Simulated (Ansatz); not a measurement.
Input:

Al2Se3O12:
```xyz
34
Lattice="4.1543 2.3985 7.4290 -4.1543 2.3985 7.4290 0.0000 -4.7970 7.4290" Properties=species:S:1:pos:R:3 pbc="T T T"
Al     0.0000     0.0000    14.4555
Al     0.0000     0.0000     7.8314
Al     0.0000     0.0000    19.1177
Al     0.0000     0.0000     3.1692
Se     1.2031    -2.7487    13.0256
Se    -1.2031     2.7487     9.2613
Se    -2.9820     0.3324    13.0256
Se     2.9820    -0.3324     9.2613
Se     1.7789     2.4163    13.0256
Se    -1.7789    -2.4163     9.2613
O      0.1485    -1.5463    13.3756
O     -0.1485     1.5463     8.9113
O     -1.4134     0.6445    13.3756
O      1.4134    -0.6445     8.9113
O      1.2649     0.9018    13.3756
O     -1.2649    -0.9018     8.9113
O      2.7067    -2.1512    12.8844
O     -2.7067     2.1512     9.4025
O     -3.2164    -1.2685    12.8844
O      3.2164     1.2685     9.4025
O      0.5096     3.4197    12.8844
O     -0.5096    -3.4197     9.4025
O      0.7008    -3.3682    11.6019
O     -0.7008     3.3682    10.6850
O     -3.2673     1.0771    11.6019
O      3.2673    -1.0771    10.6850
O      2.5665     2.2910    11.6019
O     -2.5665    -2.2910    10.6850
O      0.1241    -1.5513     6.7550
O     -0.1241     1.5513    15.5319
O     -1.4055     0.6682     6.7550
O      1.4055    -0.6682    15.5319
O      1.2814     0.8831     6.7550
O     -1.2814    -0.8831    15.5319
```

This is the r²SCAN-relaxed structure. Cartesian axes are those of the cell as given.

Task: All from DFT-r²SCAN in the program Ansatz with PAW potentials, unless another level is named. Give the formation energy from the elements (no fitted shifts).

Result: -1.39 eV/atom.

Task: And the band gap?

Result: 4.36 eV (smallest direct gap 4.37 eV).

Task: Predict the valence-band maximum.

Result: off the standard path, at k = (0.083, 0.167, 0.438).

Task: Give the conduction-band minimum.

Result: at Γ.

Space group R-3. The first step of the workflow began from a Materials Project structure, measured or hypothetical; the Crystallography Open Database copy checked does not list it. Its standing as an ambient phase is unchecked. Symmetry was held in the r²SCAN relaxation; whether a distortion lowers the energy is not shown. The references are the lowest solids computed at this level, not always the standard phases (solids in place of the gases). Scalar-relativistic: spin–orbit coupling is off unless named, which matters more the heavier the elements.

Potentials: the later of the program's two PAW sets.
